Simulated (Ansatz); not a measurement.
KF:
```
KF
1.0
    0.00000     2.58128     2.58128
    2.58128     0.00000     2.58128
    2.58128     2.58128     0.00000
K F
1 1
Direct
  0.00000   0.00000   0.00000
  0.50000   0.50000   0.50000
```

Tensor components refer to the Cartesian frame of this cell.

Q: Give the high-frequency dielectric tensor and the Born effective charge tensors of the independent atoms from DFPT, LDA (plane waves, PAW; program Ansatz).

A: 
ε∞:
```
2.10  0.00  0.00
0.00  2.10  0.00
0.00  0.00  2.10
```
Z* of atom 1 (K), rows: field, columns: displacement, in e:
```
1.15  0.00  0.00
0.00  1.15  0.00
0.00  0.00  1.15
```
Z* of atom 2 (F), rows: field, columns: displacement, in e:
```
-1.15   0.00   0.00
 0.00  -1.15   0.00
 0.00   0.00  -1.15
```

Space group Fm-3m (rock salt). The LDA relaxation kept the symmetry of its start.

Potentials: the later of the program's two PAW sets.
